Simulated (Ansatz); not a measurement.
Ga (space group Cmce)

```yaml
crystal:
  lattice:
    - [4.57459, -7.73991, 0.00000]
    - [2.28730, 3.86995, 0.00000]
    - [0.00000, 0.00000, 4.58772]
  atoms:
    - { symbol: Ga, position: [0.07816, 0.84368, 0.91773] }
    - { symbol: Ga, position: [0.57816, 0.84368, 0.91773] }
    - { symbol: Ga, position: [0.42184, 0.15632, 0.08227] }
    - { symbol: Ga, position: [0.92184, 0.15632, 0.08227] }
    - { symbol: Ga, position: [0.17184, 0.65632, 0.41773] }
    - { symbol: Ga, position: [0.67184, 0.65632, 0.41773] }
    - { symbol: Ga, position: [0.32816, 0.34368, 0.58227] }
    - { symbol: Ga, position: [0.82816, 0.34368, 0.58227] }
```

A phonon eigenvector at S = (0.5, 0.0, 0.0) is frozen into this cell: atom i moves by Q times the vector below, so Q is the largest atomic displacement, in Å. The cell is held. It is one choice among 2 degenerate patterns. (q is in reciprocal vectors of the primitive cell; the cell shown is doubled to hold the pattern.)

```json
[
 {"atom": "Ga1", "x": "-0.103", "y": "-0.039", "z": "-0.015"},
 {"atom": "Ga2", "x": "0.103", "y": "0.039", "z": "0.015"},
 {"atom": "Ga3", "x": "-0.778", "y": "0.334", "z": "0.062"},
 {"atom": "Ga4", "x": "0.778", "y": "-0.334", "z": "-0.062"},
 {"atom": "Ga5", "x": "-0.448", "y": "0.295", "z": "-0.065"},
 {"atom": "Ga6", "x": "0.448", "y": "-0.295", "z": "0.065"},
 {"atom": "Ga7", "x": "-0.892", "y": "0.444", "z": "-0.088"},
 {"atom": "Ga8", "x": "0.892", "y": "-0.444", "z": "0.088"}
]
```

These are PBE (plane waves to 420 eV, PAW, scalar-relativistic; Ansatz, a first-principles code) values and carry that method's errors. k mesh 6×12×10 (Γ-centred), Fermi-Dirac smearing 0.05 eV. With partly filled bands, energies and forces of such displacements shift with the k mesh and the smearing. Ga was relaxed with its symmetry unable to fall.

At one point of the scan the forces (eV/Å) are:

```
atom      Fx      Fy      Fz
----  ------  ------  ------
Ga1    0.038   0.019   0.017
Ga2   -0.039  -0.013   0.003
Ga3    0.287  -0.134  -0.031
Ga4   -0.309   0.119   0.011
Ga5    0.222  -0.129   0.026
Ga6   -0.130   0.100  -0.022
Ga7    0.311  -0.153   0.029
Ga8   -0.379   0.190  -0.034
```

### Question
Which point is it?
A. Q = 0.100 Å
B. Q = 0.083 Å
C. Q = 0.067 Å
D. Q = 0.017 Å

### Answer
B, Q = 0.083 Å

(A displaced cell: forces are minus the slopes of the energy, force constants its curvatures, and phonons follow from these.)
